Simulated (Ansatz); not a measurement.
An ordered 6-atom cell of Al₂BP₃ on the zincblende lattice (P3m1), relaxed with r2SCAN. It is trigonal, P3m1 (No. 156); conventional cell a = 3.657 Å, c = 9.136 Å, 17.63 Å³ an atom. B has 4 P at 1.97–2.20 Å; Al has 4 P at 2.30–2.37 Å; Al has 4 P at 2.30–2.35 Å; P has 3 B at 2.20 Å and 1 Al at 2.37 Å; P has 4 Al at 2.30–2.35 Å; P has 1 B at 1.97 Å and 3 Al at 2.30 Å.

```
B Al P
1.0
     3.65655    0.00000    0.00000
    -1.82827    3.16666    0.00000
     0.00000    0.00000    9.13558
B Al P
1 2 3
Direct
  0.00000 0.00000 0.00656
  0.66667 0.33333 0.67950
  0.33333 0.66667 0.32263
  0.66667 0.33333 0.93887
  0.33333 0.66667 0.57983
  0.00000 0.00000 0.22261
```

4 runs of Ansatz on this cell differ in the functional (and in the settings that go with it). Levels are in eV from each run's valence top; v1 is the last filled band, c1 the first empty one.

Run A, mean stress -0.6 GPa (compression positive):
```
point     v5     v3     v1    c1    c2    c3
    Γ  -0.62  -0.57   0.00  2.07  3.96  4.15
    M  -3.51  -2.75  -1.46  1.74  2.28  3.63
    K  -4.83  -2.96  -2.10  2.89  3.01  3.15
```

Run B, mean stress +1.2 GPa (compression positive):
```
point     v5     v3     v1    c1    c2    c3
    Γ  -0.55  -0.53   0.00  1.27  3.06  3.21
    M  -3.24  -2.53  -1.33  1.07  1.54  2.82
    K  -4.40  -2.71  -1.90  2.15  2.25  2.37
```

Run C, mean stress -0.7 GPa (compression positive):
```
point     v5     v3     v1    c1    c2    c3
    Γ  -0.64  -0.58   0.00  2.76  4.65  4.85
    M  -3.54  -2.79  -1.48  2.42  2.97  4.32
    K  -4.91  -2.99  -2.12  3.58  3.70  3.84
```

Run D, mean stress 0.0 GPa (compression positive):
```
point     v5     v3     v1    c1    c2    c3
    Γ  -0.59  -0.54   0.00  1.54  3.43  3.52
    M  -3.36  -2.60  -1.39  1.36  1.79  3.20
    K  -4.56  -2.82  -1.99  2.44  2.61  2.71
```

Question: Match the runs to PBE, r2SCAN, HSE06, PBE0.

Answer: A is HSE06, B is PBE, C is PBE0, D is r2SCAN. In order of the gap: PBE 1.07, r2SCAN 1.36, HSE06 1.74, PBE0 2.42 eV. The stress vanishes for r2SCAN, which relaxed the cell.

(Calculated; spin-unpolarised; the phase may be known or hypothetical.)

The program warns that its thresholds are loose for a hybrid's stress.

The meshes of the hybrids are coarse, so their gaps aren't converged to the digits shown.
